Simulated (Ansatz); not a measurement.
PbS:
```cif
data_PbS
_chemical_formula_sum 'Pb1 S1'
_space_group_name_H-M_alt 'P 1'
_space_group_IT_number 1
_cell_length_a 4.17330
_cell_length_b 4.17330
_cell_length_c 4.17330
_cell_angle_alpha 60.015
_cell_angle_beta 60.015
_cell_angle_gamma 60.015
loop_
_space_group_symop_operation_xyz
  'x, y, z'
loop_
_atom_site_label
_atom_site_type_symbol
_atom_site_fract_x
_atom_site_fract_y
_atom_site_fract_z
_atom_site_occupancy
Pb1 Pb 0.50000 0.50000 0.50000 1
S1 S 0.00000 0.00000 0.00000 1
```

Relaxed with PBEsol.

Problem. Which orbitals make up the states near the band edges in PBEsol in the plane-wave PAW code Ansatz?

Solution. Top 1 eV of the valence band: S 3p 66 %, Pb 6s 20 %, Pb 6p 11 %. Bottom 1 eV of the conduction band: Pb 6p 66 %, S 3s 16 %, S 3p 11 %. Projections are on Löwdin-orthogonalised atomic valence shells; empty p or d shells of many metals are not among them.

Problem. Tabulate the density of states.

Solution. States/eV per cell of 2 atoms, in 0.25 eV bins, energy from the valence-band maximum.

```tsv
E (eV)	total	S 3p	Pb 6p	Pb 6s
-7.85	1.17	0.18	0.02	0.84
-7.60	0.90	0.12	0.01	0.63
-7.35	0.40	0.06	0.00	0.26
-7.10	0.21	0.03	0.00	0.13
-6.85	0.15	0.02	0.00	0.09
-6.60	0.09	0.01	0.00	0.06
-6.35	0.05	0.00	0.00	0.03
-6.10	0.01	0.00	0.00	0.00
-5.85	0.00	0.00	0.00	0.00
-5.60	0.00	0.00	0.00	0.00
-5.35	0.05	0.03	0.02	0.00
-5.10	0.30	0.16	0.13	0.01
-4.85	0.45	0.25	0.19	0.01
-4.60	0.68	0.38	0.27	0.02
-4.35	0.75	0.44	0.28	0.02
-4.10	0.96	0.58	0.33	0.02
-3.85	1.17	0.74	0.38	0.03
-3.60	1.62	1.08	0.48	0.03
-3.35	1.80	1.25	0.48	0.04
-3.10	1.77	1.27	0.43	0.04
-2.85	1.87	1.39	0.40	0.05
-2.60	1.91	1.47	0.35	0.06
-2.35	2.07	1.66	0.30	0.06
-2.10	2.01	1.66	0.22	0.07
-1.85	1.13	0.88	0.13	0.09
-1.60	0.86	0.58	0.13	0.13
-1.35	1.36	0.96	0.15	0.21
-1.10	1.63	1.17	0.15	0.27
-0.85	1.06	0.71	0.11	0.21
-0.60	0.46	0.29	0.05	0.10
-0.35	0.08	0.05	0.01	0.02
-0.10	0.01	0.00	0.00	0.00
0.15	0.00	0.00	0.00	0.00
0.40	0.03	0.00	0.02	0.00
0.65	0.15	0.02	0.10	0.00
0.90	0.28	0.03	0.19	0.01
1.15	0.58	0.07	0.39	0.01
1.40	0.85	0.10	0.59	0.02
1.65	0.97	0.11	0.68	0.02
1.90	1.17	0.13	0.86	0.02
2.15	1.29	0.14	0.99	0.02
2.40	1.37	0.16	1.07	0.02
2.65	1.38	0.20	1.05	0.02
2.90	1.32	0.22	0.96	0.02
3.15	1.35	0.25	0.95	0.01
3.40	1.47	0.29	0.98	0.01
3.65	2.01	0.38	1.12	0.01
3.90	2.10	0.46	1.23	0.01
4.15	3.10	0.71	1.66	0.01
4.40	1.85	0.49	1.06	0.01
4.65	1.33	0.39	0.78	0.00
4.90	0.74	0.24	0.43	0.00
```

Space group Fm-3m (rock salt). Symmetry was held in the PBEsol relaxation. Scalar-relativistic: spin–orbit coupling is off unless named, which matters more the heavier the elements.

Potentials: the later of the program's two PAW sets.
